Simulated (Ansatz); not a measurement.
### Question
Each is relaxed and computed with LDA in the plane-wave PAW code Ansatz. Which is the only one with a gap?
A. GaAs, P4/mmm (Ga on 1b, As on 1a)
B. GaSe, P6_3/mmc (Ga on 4f, Se on 4f)
C. AlCr2C, P6_3/mmc (Al on 2d, Cr on 4f, C on 2a)
D. ReB2, P6_3/mmc (Re on 2c, B on 4f)

### Answer
B, GaSe, P6_3/mmc (Ga on 4f, Se on 4f). GaSe: gap 0.85 eV (direct); AlCr2C: metal; GaAs: metal; ReB2: metal. Not the usual ambient phase: GaAs, P4/mmm (Ga on 1b, As on 1a). Standing as an ambient phase not checked: ReB2, P6_3/mmc (Re on 2c, B on 4f). Weakly bound layers, chains or molecules computed without a dispersion correction, so cells and soft constants are ill determined: GaSe, P6_3/mmc (Ga on 4f, Se on 4f). All cells were relaxed under the symmetry of their starts (and spin orders); stability against distortions was not tested throughout. Rows with no word on spin ran without spin polarisation. Scalar-relativistic: spin–orbit coupling is off unless named, which matters more the heavier the elements.

Potentials: the later of the program's two PAW sets.
